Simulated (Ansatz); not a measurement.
**Ga$_{2}$PdCl$_{3}$: single run (Ansatz)**

Run with:

```bash
ansatz run input.yaml --threads 1 --pin off --max-ram 2560MiB --backend cpu --events-out ev --progress --plain --runs-dir out
```

input.yaml:

```yaml
crystal:
  lattice:
    - [0.0, 0.0, 3.96178]
    - [0.0, -4.213561, 0.0]
    - [6.885764, 2.10678, -1.98089]
  atoms:
    - { symbol: Ga, position: [0.3539, 0.3539, 0.7078] }
    - { symbol: Ga, position: [0.6461, 0.6461, 0.2922] }
    - { symbol: Pd, position: [0.0, 0.0, 0.0] }
    - { symbol: Cl, position: [0.0, 0.5, 0.0] }
    - { symbol: Cl, position: [0.1519, 0.1519, 0.3038] }
    - { symbol: Cl, position: [0.8481, 0.8481, 0.6962] }
  symmetry: { tolerance: 0.0003 }
kpoints:
  mp_grid: { grid: [5, 5, 5], shift: [0, 0, 0] }
magnetization:
  spin_polarized: false
scf:
  occupations: { method: fermi_dirac }
  mixing: { algorithm: anderson, beta: 0.95, ndim: 1, preconditioner: none }
  max_iter: 80
hamiltonian:
  pseudopotentials: { kind: paw }
  xc: r2scan
total_charge: -1
basis:
  ecutwfc: 500
output:
  forces: true
  stress: true
  eigenvalues: true
```

Origin of the cell: a known structure type with other elements, at an estimated volume, so it need not be a known compound.

The smearing width isn't typed, so it takes its default of 0.1 eV.

Output (shortened):

```
Pseudopotentials: kind: paw
Pseudopotential: Ga, paw, valence charge 13, recommended cutoff 500 eV (meta_gga), Ga.paw.azcp
Pseudopotential: Pd, paw, valence charge 18, recommended cutoff 500 eV (meta_gga), Pd.paw.azcp
Pseudopotential: Cl, paw, valence charge 7, recommended cutoff 500 eV (meta_gga), Cl.paw.azcp
Functional definition: r2SCAN
  exchange = r2scan_x(k0 = k0, k1 = k1, a1 = a1)
  correlation = r2scan_c
Crystal: 6 atoms, lattice volume = 114.945 Å³
Basis set: ecut = 500 eV, 2917 PW (Γ), exchange–correlation on 120×128×240 points (64 copies of the dense FFT grid, shifted against one another)
Bands: 40, of which v1, the nominal top of the filled ones, is band 33 counted from 1 (32 counted from 0)
Symmetry: 8 space group operations
[… 11 lines left out …]
Initial density: superposition of atomic densities (neutral atoms scaled as one to the charged cell's electrons: chi_scale 0, normalization atom), corrected by the library's trained network
Functional: x = r2scan, c = r2scan; τ floored in thin density (d = 2e-4 eV/Å³)
SCF iter   1: F=—  HF=-17807.351610 eV  Δρ=6.93e-2  dr2=7.74e0  dr2_τ=1.31e-1
SCF iter   2: F=—  HF=-17823.049532 eV  Δρ=1.68e-1  dr2=6.55e1  dr2_τ=2.38e0
SCF iter   3: F=—  HF=-18053.121166 eV  Δρ=5.85e-1  dr2=1.46e3  dr2_τ=3.14e1  defer=45
SCF iter   4: F=—  HF=-22050.872902 eV  Δρ=2.48e0  dr2=1.68e4  dr2_τ=1.55e3  defer=118
[… 29 lines left out …]
SCF iter  34: F=-1986.990535 eV  HF=-39717.850798 eV  Δρ=4.33e0  dr2=3.85e4  dr2_τ=5.45e3  defer=117
SCF iter  35: F=-5100.307297 eV  HF=-42968.186795 eV  Δρ=4.33e0  dr2=3.85e4  dr2_τ=5.41e3  defer=126
SCF iter  36: F=-1980.822495 eV  HF=-39718.035070 eV  Δρ=4.33e0  dr2=3.85e4  dr2_τ=5.46e3
SCF iter  37: F=—  HF=-42006.842774 eV  Δρ=4.36e0  dr2=3.89e4  dr2_τ=4.03e3
```

Question: What went wrong?

Answer: It holds mixing far too strong: `scf.mixing` typed as { algorithm: anderson, beta: 0.95, ndim: 1, preconditioner: none }. The run was cut off at its time limit.

Time: 930 s of wall time on 1 CPU thread(s) of a shared host, from the program's own first density.
